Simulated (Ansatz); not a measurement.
Input file for Ansatz (a first-principles code):

Ansatz 0.2 input:
```yaml
crystal:
  lattice:
    - [3.9554766461, 0.0, 0.0]
    - [0.0, 3.9554766461, 0.0]
    - [0.0, 0.0, 4.0460049024]
  atoms:
    - { symbol: Ba, position: [0.5, 0.5, 0.582719827] }
    - { symbol: Ti, position: [0.0, 0.0, 0.0979124532] }
    - { symbol: O, position: [0.0, 0.5, 0.0633498183] }
    - { symbol: O, position: [0.5, 0.0, 0.0633498183] }
    - { symbol: O, position: [0.0, 0.0, 0.5526580833] }
kpoints:
  mp_grid: { grid: [4, 4, 4] }
hamiltonian:
  xc: hse06
  pseudopotentials: { azcp: { folder: ./paw }, kind: paw }
scf:
  n_extra_bands: 6
  occupations: { method: fixed }
output:
  eigenvalues: true
  eigenstates:
    e_range: [-9.0, 10.8]
    kpoints:
      - [0.5, 0.5, 0.5]  # VBM
      - [0.0, 0.0, 0.0]  # CBM
      - [0.0, 0.0, 0.0]  # GAMMA
      - [0.0, 0.0, 0.5]  # Z
      - [0.5, 0.5, 0.0]  # M
      - [0.5, 0.5, 0.5]  # A
      - [0.0, 0.5, 0.5]  # R
      - [0.0, 0.5, 0.0]  # X
```

Output (shortened):

```
Pseudopotentials: kind: paw
Pseudopotential: Ba, paw, valence charge 10
Pseudopotential: Ti, paw, valence charge 12
Pseudopotential: O, paw, valence charge 6
Functional definition: HSE06
davidson cushion auto → on  (no smearing: the cushion is to keep the highest requested band from converging to the state above it …
Crystal: 5 atoms, lattice volume = 63.303 Å³
Basis set: ecut = 420 eV, 1229 PW (Γ)
Bands: 26, of which v1, the nominal top of the filled ones, is band 20 counted from 1 (19 counted from 0)
Symmetry: 8 space group operations
Space group: P4mm (ITA 99), of the structure as read, at distance tolerance 4.0e-5 Å
k-points: 18 of 64 (time reversal used)
PAW frozen core: Ba, regenerated for the run's functional, and the local potential with it
PAW frozen core: Ti, regenerated for the run's functional, and the local potential with it
PAW frozen core: O, regenerated for the run's functional, and the local potential with it
Initial density: superposition of atomic densities (chi_scale 0.1, normalization cell, long waves kept (reshape's long-wave potential 0.00 eV rms))
Initial wavefunctions: pseudopotential atomic-orbital guess
Eigensolver: davidson
Functional: x = pbe(κ = 0.804, μ = 0.2195149727645171), c = pbe(β = 0.06672455060314922), warm-up for x = pbe(κ = 0.804, μ = 0.2195149727645171) + 0.25 (exact …
SCF iter   1: F=—  HF=-10159.872893 eV  |F-HF|=—  |Δ(HF+E_count)|=         —  Δρ=4.75e-2  dr2=1.62e0  ethr=1.00e-1  ⟨swp⟩=5.3  Hψ=1429  notcnv=0
preconditioner: auto → none
SCF iter   2: F=—  HF=-10159.746146 eV  |F-HF|=—  |Δ(HF+E_count)|=   1.27e-1  Δρ=3.28e-2  dr2=6.65e-1  ethr=4.04e-3  ⟨swp⟩=4.8  Hψ=1455  notcnv=0  defer=6
SCF iter   3: F=—  HF=-10159.776294 eV  |F-HF|=—  |Δ(HF+E_count)|=   3.01e-2  Δρ=2.77e-2  dr2=5.65e-1  ethr=1.66e-3  ⟨swp⟩=4.3  Hψ=1322  notcnv=0  defer=3
iter 4 solved again at ethr=1.10e-4 eV; its pass at ethr=1.41e-3 eV (dr2=4.39e-2 eV) is discarded
SCF iter   4: F=—  HF=-10159.713305 eV  |F-HF|=—  |Δ(HF+E_count)|=   6.30e-2  Δρ=8.49e-3  dr2=4.17e-2  ethr=1.10e-4  ⟨swp⟩=4.2  Hψ=2253  notcnv=0
SCF iter   5: F=—  HF=-10159.724836 eV  |F-HF|=—  |Δ(HF+E_count)|=   1.15e-2  Δρ=2.21e-3  dr2=1.36e-3  ethr=1.04e-4  ⟨swp⟩=3.1  Hψ=1122  notcnv=0
SCF iter   6: F=—  HF=-10159.726705 eV  |F-HF|=—  |Δ(HF+E_count)|=   1.87e-3  Δρ=1.25e-3  dr2=9.36e-4  ethr=3.39e-6  ⟨swp⟩=4.8  Hψ=1510  notcnv=0
SCF iter   7: F=-10159.726528 eV  HF=-10159.726549 eV  |F-HF|=2.13e-5  |Δ(HF+E_count)|=   1.56e-4  Δρ=2.97e-4  dr2=3.14e-5  ethr=2.34e-6  ⟨swp⟩=3.1  Hψ=1125  notcnv=0
SCF 1 stopped early in 7 iterations: F = -10159.726528 eV  dr2 = 3.14e-5
Crystal: 5 atoms, lattice volume = 63.303 Å³
Initial density: handed on by an earlier stage of this run
Initial wavefunctions: those handed on with the density
Functional: x = pbe(κ = 0.804, μ = 0.2195149727645171) + 0.25 (exact − pbe) at short range (hse, ω = 0.20786987370883472 Å⁻¹), c = pbe(β = 0.06672455060314922); HSE06 as pw.x's `hse` composes it (authors' and Libxc's form: `xc: wpbeh`)
Exchange kernel: α = 0.2500, screened, ω = 0.2079 Å⁻¹, Wigner–Seitz truncation, v(0) = 1034.4469 eV·Å³, q-mesh 4×4×4, nearest image of the exchange supercell L …
Frozen-core exchange: fock
SCF iter   1: F=—  HF=-10163.821017 eV  |F-HF|=—  |Δ(HF+E_count)|=         —  Δρ=2.89e-2  dr2=8.00e-1  ethr=7.85e-7  ⟨swp⟩=8.6  Hψ=2825  notcnv=0
preconditioner: auto → none
SCF iter   2: F=—  HF=-10163.727870 eV  |F-HF|=—  |Δ(HF+E_count)|=   9.31e-2  Δρ=2.93e-2  dr2=6.05e-1  ethr=7.85e-7  ⟨swp⟩=8.4  Hψ=2684  notcnv=0
SCF iter   3: F=—  HF=-10163.634121 eV  |F-HF|=—  |Δ(HF+E_count)|=   9.37e-2  Δρ=1.07e-2  dr2=7.07e-2  ethr=7.85e-7  ⟨swp⟩=6.4  Hψ=2253  notcnv=0
SCF iter   4: F=—  HF=-10163.642956 eV  |F-HF|=—  |Δ(HF+E_count)|=   8.83e-3  Δρ=3.59e-3  dr2=5.33e-3  ethr=7.85e-7  ⟨swp⟩=5.3  Hψ=1910  notcnv=0
SCF iter   5: F=—  HF=-10163.641942 eV  |F-HF|=—  |Δ(HF+E_count)|=   1.01e-3  Δρ=1.31e-3  dr2=1.62e-3  ethr=7.85e-7  ⟨swp⟩=4.0  Hψ=1557  notcnv=0
SCF iter   6: F=—  HF=-10163.646473 eV  |F-HF|=—  |Δ(HF+E_count)|=   4.53e-3  Δρ=1.90e-3  dr2=2.75e-3  ethr=7.85e-7  ⟨swp⟩=4.2  Hψ=1667  notcnv=0
SCF iter   7: F=—  HF=-10163.645897 eV  |F-HF|=—  |Δ(HF+E_count)|=   5.76e-4  Δρ=3.78e-4  dr2=1.47e-4  ethr=7.85e-7  ⟨swp⟩=4.0  Hψ=1476  notcnv=0
SCF iter   8: F=—  HF=-10163.646034 eV  |F-HF|=—  |Δ(HF+E_count)|=   1.37e-4  Δρ=5.04e-4  dr2=1.81e-4  ethr=2.58e-7  ⟨swp⟩=3.0  Hψ=1117  notcnv=0
SCF iter   9: F=-10163.645993 eV  HF=-10163.645995 eV  |F-HF|=2.30e-6  |Δ(HF+E_count)|=   3.85e-5  Δρ=6.09e-5  dr2=1.44e-5  ethr=2.58e-7  ⟨swp⟩=3.0  Hψ=1195  notcnv=0
SCF 2 stopped early in 9 iterations: F = -10163.645993 eV  dr2 = 1.44e-5
hybrid outer 1: dexx = +2.841e-2 eV, tail = 8.09e-5 eV
Crystal: 5 atoms, lattice volume = 63.303 Å³
Exchange kernel: α = 0.2500, screened, ω = 0.2079 Å⁻¹, Wigner–Seitz truncation, v(0) = 1034.4469 eV·Å³, q-mesh 4×4×4, nearest image of the exchange supercell L …
Frozen-core exchange: fock
SCF iter   1: F=—  HF=-10163.645281 eV  |F-HF|=—  |Δ(HF+E_count)|=         —  Δρ=1.06e-4  dr2=6.60e-6  ethr=1.01e-6  ⟨swp⟩=3.2  Hψ=1136  notcnv=0
preconditioner: auto → none
iter 2 solved again at ethr=9.32e-10 eV; its pass at ethr=1.34e-8 eV (dr2=3.73e-7 eV) is discarded
SCF iter   2: F=—  HF=-10163.645281 eV  |F-HF|=—  |Δ(HF+E_count)|=   4.88e-8  Δρ=2.91e-5  dr2=7.73e-7  ethr=9.32e-10  ⟨swp⟩=2.9  Hψ=2539  notcnv=0
SCF iter   3: F=—  HF=-10163.645284 eV  |F-HF|=—  |Δ(HF+E_count)|=   2.53e-6  Δρ=2.20e-5  dr2=2.56e-7  ethr=9.24e-10  ⟨swp⟩=4.7  Hψ=1587  notcnv=0  defer=2
SCF iter   4: F=-10163.645284 eV  HF=-10163.645284 eV  |F-HF|=3.71e-9  |Δ(HF+E_count)|=   5.43e-8  Δρ=3.26e-6  dr2=1.18e-8  ethr=5.77e-10  ⟨swp⟩=3.1  Hψ=1207  notcnv=0
SCF 3 converged in 4 iterations: F = -10163.645284 eV  dr2 = 1.18e-8
hybrid outer 2: dexx = +2.434e-6 eV, tail = 5.92e-8 eV, Δε = 2.91e-3 eV (about 8.10e-5 eV left of the loop's levels)
the search or the solves at the SCF's close seem to have found levels that the self-consistency loop had missed (the run counts 1) …
NSCF: frozen V_eff on 8 k-points
hybrid SCF converged: 2 outer / 13 inner (+7 warm-up), last move |dexx| = 2.43e-6 eV, tail = 5.92e-8 eV
Stability not checked (fock_operator)
Free energy (F): -10163.645283 eV
Frozen-core exchange: fock
Harris-Foulkes:  -10163.645283 eV  (|F-HF|=3.71e-9)
Internal energy: -10163.645283 eV  (E = F + TS)
E sigma→0 (E₀):  -10163.645283 eV
Fermi energy:    9.533283 eV
--- Per-component energies (eV) ---
  E_band       = -216.478850
  E_kinetic    = 951.166560
  E_local      = -2159.829428  (includes V_loc(G=0)·N_el)
  E_nonlocal   = 300.597595
  E_hartree    = 831.256837
  E_xc         = -428.057926
  E_vxc        = -442.116968  (∫ρ·V_xc dr)
  E_exx        = -117.232487  (= α·E_x^exact, valence–valence)
  E_paw        = -6714.595668  (= ΣΔE_a)
  E_vpaw       = -294.347583  (= ΣTr[D̂ρ^β])
  E_aug_tail   = 0.002203  (compensation charges beyond the density's cutoff)
  E_ewald      = -2826.552821
  E_core_change = -0.400148  (= ΣΔE_core)
  E_smearing   =  0.000000  (= −TS)
  E_closure    =  0.000000  (closes the sum)
  Σ components = -10163.645283   (vs F -10163.645283, Δ=0.00e0)
  [band-id]    e_kinetic+e_local+e_nonlocal+2·e_hartree+e_vxc+2·e_exx+e_vpaw+e_augmentation_tail = -216.478921   (vs E_band -216.478850, Δ=-7.16e-5)
--- Band table (eV; the first three rows and the last of 18) ---
  k-point 0: bands = ["-51.2283", "-25.8909", "-25.8139", "-25.8139", "-16.5522", "-9.0537", "-8.4233", "-8.3366", "-0.7566", "-0.7087", "-0.7087", "6.8977", "6.9640", "6.9640", "7.9867", "7.9867", "8.1707", "9.0560", "9.1821", "9.1821", "12.8697", "13.2322", "13.2322", "15.1918", "15.3111", "15.9898"]
  k-point 1: bands = ["-51.2281", "-25.9139", "-25.8124", "-25.8124", "-16.4826", "-9.1345", "-8.3352", "-8.3214", "-0.6159", "-0.6159", "-0.4765", "5.9545", "6.7464", "6.7464", "7.6077", "7.6077", "7.7866", "8.0983", "8.9876", "8.9876", "12.9395", "14.0429", "14.0429", "15.1897", "16.5140", "16.9813"]
  k-point 2: bands = ["-51.2279", "-25.9369", "-25.8109", "-25.8109", "-16.4106", "-9.3023", "-8.3061", "-8.1362", "-0.5176", "-0.5176", "-0.1916", "5.0626", "6.4418", "6.4418", "7.3929", "7.3994", "7.3994", "7.4511", "8.8057", "8.8057", "13.0122", "14.8083", "14.8083", "15.1908", "17.3996", "18.0924"]
  k-point 17: bands = ["-51.2265", "-25.9270", "-25.8654", "-25.8654", "-16.2182", "-8.2298", "-8.0467", "-8.0467", "-1.5950", "-1.5950", "-1.4794", "4.5221", "5.2612", "5.2925", "6.9086", "6.9751", "6.9751", "9.3007", "9.3007", "9.5333", "15.5496", "15.5496", "15.6376", "17.7020", "17.9275", "17.9275"]
  band table: 26 of 26 bands, residual norms ≤ 1.0e-3 eV
```

Cost: roughly 60 core-seconds on shared cores.

The points marked VBM and CBM come from a semilocal run.

The cell was relaxed with PBEsol under the symmetry of its start. The run is not spin-polarised. Spin–orbit coupling is left out wherever it is not named.

Potentials: the earlier of the program's two PAW sets. The files were generated under PBE; for other functionals the program regenerates the frozen cores, and for LDA and PBEsol the local potential too.

Ansatz is a plane-wave DFT program.
